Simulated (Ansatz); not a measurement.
BAs (zinc blende)

```
CELL_PARAMETERS angstrom
      0.00000     2.38394     2.38394
      2.38394     0.00000     2.38394
      2.38394     2.38394     0.00000
ATOMIC_POSITIONS crystal
  As 0.25000 0.25000 0.25000
  B  0.00000 0.00000 0.00000
```

The slice is a {110} plane (indices of the conventional cell) through the point (0.000, 0.000, 0.000) (fractional), spanned by u = [100] and v = [1 -1 -1] in vectors of this cell: u (3.37 Å) and v (4.77 Å, at 90° to u). It covers one period; positions are fractions (u, v).

The numbers are results of PBEsol (plane waves to 420 eV, PAW, scalar-relativistic; Ansatz, a quantum-chemistry and plane-wave program), not measurements. k mesh 12×12×12. These are valence fields of a PAW run, semicore shells included where kept as valence: close to a nucleus they are smooth pseudo fields. BAs was relaxed with its symmetry unable to fall.

Question: The ELF has a maximum in the middle third of the As–B line. Where, and how high?

Answer: 0.90, 1.2 Å from As.

Question: What is the valence density on the shortest As–B line in this plane (2.06 Å), at its minimum between the atoms?

Answer: 0.75 e/Å³.

Question: Sketch the density of the lowest conduction band (whole band as if filled, smooth part) on this plane as a map.

Answer: 
```
|-=*#*=:.   ..   .:=*#*=|
|*##*=:.  ..::..  .:=*##|
|%%#+-.   .:--:.   .-+#%|
|%#+=:   .:-==-:.   :=+#|
|++=:.  .:-====-:.  .:=+|
|--:.   :-==--==-:   .:-|
|::.....--=----=--.....:|
|......:-==-::-==-:.....|
|.....:-===----===-:....|
|....:-=====--=====-:...|
|....:-============-:...|
|...::--==========--::..|
|...:::------------:::..|
|....::::::::::::::::...|
|.......................|
|:.......        .......|
|.......          ......|
|......            .....|
|.....              ....|
|....                ...|
|...                  ..|
|...                  ..|
|...                  ..|
|....                ...|
|:::...            ...::|
|----:..          ..:---|
|+++=-::.        .::-=++|
|%##*+=:..      ..:=+*##|
|%@@%#+-:.      .:-+#%@@|
|*#@@%*=:.      .:=*%@@#|
|-=%@%*=:.      .:=*%@%=|
|.-*%#+-..      ..-+#%*-|
```
Scale: ten equal steps from 0.036 (start of ' ') to 0.225 (end of '@'), in the order ' .:-=+*#%@'. Values: density of the lowest conduction band (whole band as if filled, smooth part) in e/Å³. The map has 23 points along u (one character each, u = 0 at the left) and 32 along v (v = 0 in the bottom row).
